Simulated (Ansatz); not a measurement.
**Compressing Ti3Sn: a fit and a missing row**

Ti3Sn, P6_3/mmc, a = 5.890 Å, c = 4.748 Å. The structure is a Materials Project entry; whether it is the stable form wasn't checked. Ansatz: r2SCAN, PAW, 500 eV, Γ-centred 6×6×8 mesh on 8 atoms, Gaussian smearing 0.10 eV; no spin polarisation. Shape and atoms are relaxed at each volume; pressure is positive in compression.

| V (Å³/atom) | P (GPa) |
| --- | --- |
| 16.763 | ? |
| 17.298 | 3.99 |
| 17.833 | -0.03 |
| 18.368 | -3.49 |
| 18.903 | -6.46 |

Q: Take V0 = 17.833 Å³/atom, count pressures from its P0 = -0.03 GPa, fit the third-order Birch–Murnaghan form to the other rows, and predict the missing pressure.

A: With the Eulerian strain f = ½[(V0/V)^(2/3) − 1] and y = (P − P0)/[3f(1 + 2f)^(5/2)], the form is the line y = B0 + 1.5 B0 (B0′ − 4) f. Rows (f, y): 0.01026, 124.1; -0.00976, 124.1; -0.01905, 124.0. Means f = -0.006183, y = 124.07; Σ(Δf)² = 0.0004487, ΣΔfΔy = 0.001287; the slope is their ratio. y = 124.1 + 2.867 f GPa, so B0 = 124.1 GPa and B0′ = 4 + 2 × (2.867)/(3 × 124.1) = 4.02. At V = 16.763, f = 0.02106, y = 124.16 and P = 8.67 GPa. The run gave 8.68 GPa, so the fit is 0.01 GPa too low, a small miss on the scale of the series. The form still works here, 33 % of the fitted range beyond its end.

Cost: 5 runs of about 11 core-minutes in all, on Arm Neoverse V2 (shared hosts).